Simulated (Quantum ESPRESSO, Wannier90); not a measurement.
# GeTe (R3m), plane waves to Wannier functions

Materials Project entry mp-938; symmetrised, unrelaxed at this level. COD (Crystallography Open Database) has the formula in 3 space groups, this one among them (matched by group alone). Method: PBEsol plane waves in Quantum ESPRESSO 7.5 (PseudoDojo norm-conserving files, 64 Ry, spinors with spin-orbit coupling), Bloch states on a 6×6×6 mesh through Γ, Wannier90 4.0.1. Density: 10×10×10 mesh, cold smearing 0.01 Ry. The cell is built of weakly bound layers, chains or molecules, whose nearest atoms lie 3.30 Å apart. Database cells relaxed without dispersion often hold them too far apart, which can enlarge gaps and weakens couplings between them; spacing and stacking were not compared with the measured crystal.

On the energy scale of pw.x, whose zero is arbitrary, the valence-band maximum lies at 9.27 eV.

Input w.win:

```
num_bands = 10
num_wann = 10
exclude_bands = 1-20,31-50
spinors = true
num_iter = 800
conv_tol = 1.0e-6
conv_window = 4
write_hr = true
write_u_matrices = true
auto_projections = true
begin unit_cell_cart
ang
   -2.0944950528    3.6277718476    0.0000000000
   -4.1889901056    0.0000000000    0.0000000000
   -2.0944950528    1.2092572825    3.6790270000
end unit_cell_cart
begin atoms_frac
Ge  -0.0077700000 -0.0077700000  0.0233100000
Te  -0.4712230000 -0.4712230000  0.4136690000
end atoms_frac
mp_grid = 6 6 6
begin kpoints
0.0000000000 0.0000000000 0.0000000000
0.0000000000 0.0000000000 0.1666666667
0.0000000000 0.0000000000 0.3333333333
... (213 more lines: the 6x6x6 mesh through Gamma)
end kpoints
```

Input of pw2wannier90.x that gives the overlap and projection files (equivalent; here they were cut from one run over all bands):

```
&inputpp
  outdir = './out'
  prefix = 'pwscf'
  seedname = 'w'
  write_amn = .true.
  write_mmn = .true.
  atom_proj = .true.
  atom_proj_exclude = 1 2 3 4 5 6 7 8 9 10 13 14 15 16 17 18 19 20 21 22 23 24 25 26 27 28
/
```

Output w.wout (banner and timings cut):

```
                                    ------
                                    SYSTEM
                                    ------

                              Lattice Vectors (Ang)
                    a_1    -2.094495   3.627772   0.000000
                    a_2    -4.188990   0.000000   0.000000
                    a_3    -2.094495   1.209257   3.679027

                   Unit Cell Volume:      55.90907  (Ang^3)

                        Reciprocal-Space Vectors (Ang^-1)
                    b_1     0.000000   1.731968  -0.569280
                    b_2    -1.499928  -0.865984  -0.569280
                    b_3     0.000000   0.000000   1.707839

 *----------------------------------------------------------------------------*
 |   Site       Fractional Coordinate          Cartesian Coordinate (Ang)     |
 +----------------------------------------------------------------------------+
 | ge   1  -0.00777  -0.00777   0.02331   |    0.00000  -0.00000   0.08576    |
 | te   1  -0.47122  -0.47122   0.41367   |    2.09450  -1.20926   1.52190    |
 *----------------------------------------------------------------------------*
                                ------------
                                K-POINT GRID
                                ------------

             Grid size =  6 x  6 x  6      Total points =  216

 *---------------------------------- MAIN ------------------------------------*
 |  Number of Wannier Functions               :                10             |
 |  Number of Objective Wannier Functions     :                10             |
 |  Number of input Bloch states              :                10             |
 |  Output verbosity (1=low, 5=high)          :                 1             |
 |  Timing Level (1=low, 5=high)              :                 1             |
 |  Optimisation (0=memory, 3=speed)          :                 3             |
 |  Length Unit                               :               Ang             |
 |  Post-processing setup (write *.nnkp)      :                 F             |
 |  Using Gamma-only branch of algorithms     :                 F             |
 *----------------------------------------------------------------------------*
 *------------------------------- WANNIERISE ---------------------------------*
 |  Total number of iterations                :               800             |
 |  Number of CG steps before reset           :                 5             |
 |  Trial step length for line search         :             2.000             |
 |  Convergence tolerence                     :         0.100E-05             |
 |  Convergence window                        :                 4             |
 |  Iterations between writing output         :                 1             |
 |  Iterations between backing up to disk     :               100             |
 |  Write r^2_nm to file                      :                 F             |
 |  Write xyz WF centres to file              :                 F             |
 |  Write on-site energies <0n|H|0n> to file  :                 F             |
 |  Use guiding centre to control phases      :                 F             |
 |  Use phases for initial projections        :                 F             |
 *----------------------------------------------------------------------------*
 *-------------------------------- PLOTTING ----------------------------------*
 |  Plotting Hamiltonian in WF basis          :                 T             |
 *----------------------------------------------------------------------------*

 *---------------------------------- K-MESH ----------------------------------*
 +----------------------------------------------------------------------------+
 |                    Distance to Nearest-Neighbour Shells                    |
 |                    ------------------------------------                    |
 |          Shell             Distance (Ang^-1)          Multiplicity         |
 |          -----             -----------------          ------------         |
 |             1                   0.284640                      2            |
 |             2                   0.303855                      6            |
 |             3                   0.345448                      6            |
 |             4                   0.476823                      6            |
 |             5                   0.499976                      6            |
 |             6                   0.555320                      6            |
 |             7                   0.569280                      2            |
 |             8                   0.575322                     12            |
       ... (lines left out)
 +----------------------------------------------------------------------------+
 | The b-vectors are chosen automatically                                     |
 | The following shells are used:                       1,  2                 |
 +----------------------------------------------------------------------------+
 |                        Shell   # Nearest-Neighbours                        |
 |                        -----   --------------------                        |
 |                          1               2                                 |
 |                          2               6                                 |
 +----------------------------------------------------------------------------+
 | Completeness relation is fully satisfied [Eq. (B1), PRB 56, 12847 (1997)]  |
 +----------------------------------------------------------------------------+
 |                  b_k Vectors (Ang^-1) and Weights (Ang^2)                  |
 |                  ----------------------------------------                  |
 |            No.         b_k(x)      b_k(y)      b_k(z)        w_b           |
 |            ---        --------------------------------     --------        |
 |             1         0.000000    0.000000    0.284640     4.837869        |
 |             2         0.000000    0.000000   -0.284640     4.837869        |
 |             3        -0.249988   -0.144331   -0.094880     4.000382        |
 |             4         0.000000    0.288661   -0.094880     4.000382        |
 |             5        -0.249988    0.144331    0.094880     4.000382        |
 |             6         0.249988    0.144331    0.094880     4.000382        |
 |             7         0.000000   -0.288661    0.094880     4.000382        |
 |             8         0.249988   -0.144331   -0.094880     4.000382        |
 +----------------------------------------------------------------------------+
 |                           b_k Directions (Ang^-1)                          |
 |                           -----------------------                          |
 |            No.           x           y           z                         |
 |            ---        --------------------------------                     |
 |             1         0.000000    0.000000    0.284640                     |
 |             2        -0.249988   -0.144331   -0.094880                     |
 |             3         0.000000    0.288661   -0.094880                     |
 |             4        -0.249988    0.144331    0.094880                     |
 +----------------------------------------------------------------------------+

 Starting a new Wannier90 calculation ...

 Reading overlaps from w.mmn

 Reading projections from w.amn

 *------------------------------- WANNIERISE ---------------------------------*
 +--------------------------------------------------------------------+<-- CONV
 | Iter  Delta Spread     RMS Gradient      Spread (Ang^2)            |<-- CONV
 +--------------------------------------------------------------------+<-- CONV

 ------------------------------------------------------------------------------
 Initial State
  WF centre and spread    1  ( -0.000000,  0.000000, -0.078059 )     3.01970336
  WF centre and spread    2  ( -0.000000,  0.000000, -0.078059 )     3.01970336
  WF centre and spread    3  (  2.094495, -1.209257,  1.513903 )     1.63949371
  WF centre and spread    4  (  2.094495, -1.209257,  1.513903 )     1.63949371
  WF centre and spread    5  (  2.094495, -1.209257,  1.209181 )     5.07334952
  WF centre and spread    6  (  2.094495, -1.209257,  1.397490 )     5.10679531
  WF centre and spread    7  (  2.094495, -1.209257,  1.397490 )     5.10679531
  WF centre and spread    8  (  2.094495, -1.209257,  1.209181 )     5.07334952
  WF centre and spread    9  (  2.094495, -1.209257,  1.360997 )     4.23188349
  WF centre and spread   10  (  2.094495, -1.209257,  1.360997 )     4.23188349
  Sum of centres and spreads ( 16.755960, -9.674058, 10.807024 )    38.14245078

      0     0.381E+02     0.0000000000       38.1424507532  <-- CONV
        O_D=      0.5483887 O_OD=     10.9322036 O_TOT=     38.1424508 <-- SPRD
 ------------------------------------------------------------------------------
      1    -0.105E+01     0.8407087003       37.0879814803  <-- CONV
        O_D=      0.2969592 O_OD=     10.1291639 O_TOT=     37.0879815 <-- SPRD
      2    -0.404E+00     0.5723073456       36.6835146597  <-- CONV
        O_D=      0.2428587 O_OD=      9.7787976 O_TOT=     36.6835147 <-- SPRD
      3    -0.212E+00     0.4037623499       36.4715098141  <-- CONV
        O_D=      0.2267330 O_OD=      9.5829184 O_TOT=     36.4715098 <-- SPRD
      4    -0.134E+00     0.3104261715       36.3370484348  <-- CONV
        O_D=      0.2059025 O_OD=      9.4692876 O_TOT=     36.3370484 <-- SPRD
      5    -0.671E-01     0.2368909350       36.2699172803  <-- CONV
        O_D=      0.2029579 O_OD=      9.4051010 O_TOT=     36.2699173 <-- SPRD
       ... (lines left out)
    100    -0.197E-02     0.0342310286       34.5332252130  <-- CONV
        O_D=      0.1862060 O_OD=      7.6851608 O_TOT=     34.5332252 <-- SPRD
       ... (lines left out)
    200    -0.810E-04     0.0064823629       34.4679385548  <-- CONV
        O_D=      0.1914252 O_OD=      7.6146549 O_TOT=     34.4679386 <-- SPRD
       ... (lines left out)
    300    -0.767E-01     0.2163899291       33.5146187927  <-- CONV
        O_D=      0.2279896 O_OD=      6.6247708 O_TOT=     33.5146188 <-- SPRD
       ... (lines left out)
    396    -0.601E-06     0.0008644449       30.9991475717  <-- CONV
        O_D=      0.1487665 O_OD=      4.1885227 O_TOT=     30.9991476 <-- SPRD
    397    -0.807E-06     0.0006443997       30.9991467643  <-- CONV
        O_D=      0.1487681 O_OD=      4.1885203 O_TOT=     30.9991468 <-- SPRD
    398    -0.991E-06     0.0007795936       30.9991457738  <-- CONV
        O_D=      0.1487703 O_OD=      4.1885171 O_TOT=     30.9991458 <-- SPRD
             <<<     Delta < 1.000E-06  over  4 iterations     >>>
             <<< Wannierisation convergence criteria satisfied >>>
 Final State
  WF centre and spread    1  (  0.000001,  0.000001, -0.128847 )     3.16868060
  WF centre and spread    2  (  0.000000,  0.000000, -0.128847 )     3.16871001
  WF centre and spread    3  (  2.094114, -1.209471,  2.196244 )     3.17853526
  WF centre and spread    4  (  2.094497, -1.209253,  2.196222 )     3.17875614
  WF centre and spread    5  (  2.094547, -2.029328,  1.087549 )     3.05107868
  WF centre and spread    6  (  2.804996, -0.799056,  1.087913 )     3.04982572
  WF centre and spread    7  (  1.384178, -0.799156,  1.087671 )     3.05070281
  WF centre and spread    8  (  2.094495, -2.029463,  1.087674 )     3.05070660
  WF centre and spread    9  (  2.804812, -0.799157,  1.087669 )     3.05069679
  WF centre and spread   10  (  1.384303, -0.799175,  1.087523 )     3.05145321
  Sum of centres and spreads ( 16.755942, -9.674058, 10.660772 )    30.99914580

         Spreads (Ang^2)       Omega I      =    26.661858386
        ================       Omega D      =     0.148770276
                               Omega OD     =     4.188517112
    Final Spread (Ang^2)       Omega Total  =    30.999145774
```
